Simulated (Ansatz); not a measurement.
The start is a generated cell, TiTe2 placed in the AFLOW prototype AB2_hP9_162_ad_k (as in V2N). The structure is fully relaxed (lattice and positions, P = 0) with PBE (plane waves to 420 eV, PAW, scalar-relativistic; Ansatz, a first-principles code). The first steps use a coarse 4×4×4 k-mesh.

Initial structure:
```yaml
crystal:
  lattice:
    - [6.76009, 0.00000, 0.00000]
    - [-3.38005, 5.85441, 0.00000]
    - [0.00000, 0.00000, 6.28027]
  atoms:
    - { symbol: Te, position: [0.32500, 0.32500, 0.27200] }
    - { symbol: Te, position: [0.67500, 0.00000, 0.27200] }
    - { symbol: Te, position: [0.00000, 0.67500, 0.27200] }
    - { symbol: Te, position: [0.00000, 0.32500, 0.72800] }
    - { symbol: Te, position: [0.67500, 0.67500, 0.72800] }
    - { symbol: Te, position: [0.32500, 0.00000, 0.72800] }
    - { symbol: Ti, position: [0.00000, 0.00000, 0.00000] }
    - { symbol: Ti, position: [0.66667, 0.33333, 0.50000] }
    - { symbol: Ti, position: [0.33333, 0.66667, 0.50000] }
```

**Question.** How large is the pressure on the unrelaxed cell, and of which sign?

**Answer.** +3 GPa (positive: the cell is compressed).

**Question.** What is the largest force in the starting geometry, and on which atom (counted from 1)?

**Answer.** About 1.0 eV/Å, on Te1, Te2, Te3, Te4, Te5, Te6 (atoms numbered as listed).

**Question.** How does the volume change?

**Answer.** +1.0 %, from 27.62 to 27.89 Å³/atom.

**Question.** How do the shortest distances between atoms change?

**Answer.** The closest pairs of elements (up to four, under 3.6 Å), start → end: Te–Ti 2.69 → 2.76 Å.

**Question.** Is the relaxed structure metallic? Give its gap.

**Answer.** No gap (metallic).

The space group stays P-31m (No. 162) (the run could not lower it); the end is AFLOW prototype AB2_hP9_162_ad_k (as in V2N), with 9 atoms in the primitive cell. Final values are on a 8×8×8 k-mesh of the relaxed cell. No spin polarisation in the result.

The run could not lose the symmetry of its start: the end is stationary, and may be a saddle point rather than a minimum.

The relaxed structure here is a generated cell of TiTe2: the first start was made by placing the elements on the sites of a structure type, and the end was not matched to a known phase here, so it may be hypothetical. Known forms of TiTe2 include space group No. 164.
